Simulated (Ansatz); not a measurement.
Mo₃S₄:
```
Mo3S4
1.0
    4.56449     2.63531     3.61997
   -4.56449     2.63531     3.61997
    0.00000    -5.27062     3.61997
Mo S
6 8
Cartesian
 -0.66749   1.41085   4.23111
  0.66749  -1.41085   6.62880
 -0.88809  -1.28348   4.23111
  0.88809   1.28348   6.62880
  1.55557  -0.12737   4.23111
 -1.55557   0.12737   6.62880
 -2.75669   0.23930   4.54489
  2.75669  -0.23930   6.31502
  1.17111  -2.50702   4.54489
 -1.17111   2.50702   6.31502
  1.58559   2.26772   4.54489
 -1.58559  -2.26772   6.31502
  0.00000   0.00000   2.39824
  0.00000   0.00000   8.46167
```

Relaxed with PBEsol. Special points in fractions of this cell's reciprocal vectors: Γ (0.000, 0.000, 0.000); L (0.500, 0.000, 0.000); T (0.500, -0.500, 0.500); P0 (0.481, -0.519, 0.481); P2 (0.481, 0.481, 0.481); F (0.500, -0.500, 0.000).

List the band energies nearest the Fermi level at these points for PBEsol (plane waves, PAW; program Ansatz).

In eV from the Fermi level; about four levels below and three above (degenerate sets whole), none deeper than 8.9 eV; points with the same levels are listed once.

| k | below | above |
|---|---|---|
| Γ | -0.64 -0.11 -0.02 -0.02 | 0.91 0.91 1.40 |
| L | -0.61 -0.33 -0.14 -0.01 | 0.10 0.60 1.38 |
| T | -0.64 -0.64 -0.16 -0.16 | 1.51 1.93 1.93 |
| P0 | -0.64 -0.64 -0.16 -0.16 | 1.51 1.92 1.92 |
| F | -0.76 -0.58 -0.36 -0.34 | 0.09 0.59 1.27 |

Space group R-3. The first step of the workflow began from a Materials Project structure, measured or hypothetical; the Crystallography Open Database files this formula in space group No. 148, but the cells were not matched. Its standing as an ambient phase is unchecked. The cell was relaxed with PBEsol under the symmetry of its start; its stability against distortions is not shown here. The run is not spin-polarised. Scalar-relativistic: spin–orbit coupling is off unless named, which matters more the heavier the elements.

Potentials: the later of the program's two PAW sets.
